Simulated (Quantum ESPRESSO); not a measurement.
Kohn-Sham bands of MgPd (CsCl type)

```xyz
2
Lattice="3.1554 0.0000 0.0000 0.0000 3.1554 0.0000 0.0000 0.0000 3.1554" Properties=species:S:1:pos:R:3 pbc="T T T"
Mg     0.0000     0.0000     0.0000
Pd     1.5777     1.5777     1.5777
```

Materials Project entry mp-506; symmetrised, unrelaxed at this level. COD (Crystallography Open Database) has an entry of this formula and space group (matched by these alone). Computed values, not measurements, from PBEsol: Quantum ESPRESSO (norm-conserving PseudoDojo potentials, cutoff 68 Ry, no spin polarisation, no spin-orbit coupling) on a Γ-centred 10×10×10 mesh, then Wannier90. Density: 14×14×14 mesh, cold smearing 0.01 Ry.

**Question.** List the Kohn-Sham levels between −8 and 3.0 eV relative to the Fermi level at the high-symmetry points, as a band run of pw.x on that density gives them (levels within 2 meV counted together).

**Answer.** 
| point | k (reciprocal lattice) | levels (eV) |
|---|---|---|
| Γ | 0.000 0.000 0.000 | -7.68, -4.07 (×2), -2.06 (×3) |
| X | 0.000 0.500 0.000 | -5.01, -3.71, -3.45, -2.83 (×2), -1.96, -0.29 |
| M | 0.500 0.500 0.000 | -4.84, -3.74, -2.71 (×2), -1.36, -0.27 (×2), 2.65 |
| R | 0.500 0.500 0.500 | -4.24 (×3), -1.31 (×2) |
